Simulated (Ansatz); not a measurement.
TePb:
```
TePb
1.0
    0.00000     3.25387     3.25387
    3.25387     0.00000     3.25387
    3.25387     3.25387     0.00000
Te Pb
1 1
Cartesian
  3.25387   3.25387   3.25387
  0.00000   0.00000   0.00000
```

Relaxed with r²SCAN+D4. Special points in fractions of this cell's reciprocal vectors: Γ (0.000, 0.000, 0.000); X (0.500, 0.000, 0.500); U (0.625, 0.250, 0.625); K (0.375, 0.375, 0.750); L (0.500, 0.500, 0.500); W (0.500, 0.250, 0.750).

**Question.** List the band energies nearest the valence-band maximum at these points for r²SCAN+D4 in the plane-wave PAW code Ansatz.

**Answer.** In eV from the valence-band maximum; about four levels below and three above (degenerate sets whole), none deeper than 8.9 eV; points with the same levels are listed once.

```csv
k,below,above
Γ,-5.68 -1.42 -1.42 -1.42,4.32 4.32 4.32
X,-7.45 -4.52 -2.85 -2.85,3.68 5.74 5.74
U,-8.13 -4.14 -2.34 -2.08,3.85 3.98 5.52
L,-8.77 -0.96 -0.96 0.00,1.06 1.47 1.47
W,-8.16 -3.81 -3.81 -0.41,1.91 5.57 5.57
```

Space group Fm-3m (rock salt). Symmetry was held in the r²SCAN+D4 relaxation. Scalar-relativistic: spin–orbit coupling is off unless named, which matters more the heavier the elements.

Potentials: the later of the program's two PAW sets.
